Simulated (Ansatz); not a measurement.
AlP:
```
CELL_PARAMETERS angstrom
      0.00000     2.71691     2.71691
      2.71691     0.00000     2.71691
      2.71691     2.71691     0.00000
ATOMIC_POSITIONS crystal
  Al 0.00000 0.00000 0.00000
  P  0.25000 0.25000 0.25000
```

This is the LDA-relaxed structure.

### Question
All from the program Ansatz at the LDA level (PAW), unless another level is named. Estimate the electronic dielectric constant ε∞ (DFPT).

### Answer
8.33.

### Question
Next, the static dielectric constant ε0 (ions relaxed, cell fixed)?

### Answer
10.5.

### Question
Predict the largest static χ(2) component.

### Answer
43 pm/V.

### Question
Give the Born charges (a third of the trace).

### Answer
Al +2.22, P -2.22 e.

Space group F-43m (zinc blende). Symmetry was held in the LDA relaxation.

Potentials: the earlier of the program's two PAW sets. The files were generated under PBE; for other functionals the program regenerates the frozen cores, and for LDA and PBEsol the local potential too.
